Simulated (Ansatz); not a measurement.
InPd:
```
InPd
1.0
    3.24694     0.00000     0.00000
    0.00000     3.24694     0.00000
    0.00000     0.00000     3.24694
In Pd
1 1
Cartesian
  1.62347   1.62347   1.62347
  0.00000   0.00000   0.00000
```

Relaxed with PBEsol. Special points in fractions of this cell's reciprocal vectors: Γ (0.000, 0.000, 0.000); X (0.000, 0.500, 0.000); M (0.500, 0.500, 0.000); R (0.500, 0.500, 0.500).

Task: List the band energies nearest the Fermi level at these points for PBEsol with spin–orbit coupling in the plane-wave PAW code Ansatz.

Result: In eV from the Fermi level; about four levels below and three above (degenerate sets whole), none deeper than 8.9 eV; points with the same levels are listed once.

```json
[
 {"k": "Γ", "below": "-2.47 -2.47 -2.47 -2.47 -2.19 -2.19", "above": "3.63 3.63 4.39 4.39 4.39 4.39"},
 {"k": "X", "below": "-2.44 -2.44 -1.18 -1.18", "above": "9.31 9.31 9.90 9.90"},
 {"k": "M", "below": "-2.48 -2.48 -1.78 -1.78", "above": "1.51 1.51 2.46 2.46"},
 {"k": "R", "below": "-1.74 -1.74 -1.74 -1.74 -0.09 -0.09", "above": "3.48 3.48 3.84 3.84 3.84 3.84"}
]
```

Space group Pm-3m (CsCl type). Symmetry was held in the PBEsol relaxation. No spin polarisation was allowed.

Potentials: the earlier of the program's two PAW sets. The files were generated under PBE; for other functionals the program regenerates the frozen cores, and for LDA and PBEsol the local potential too.
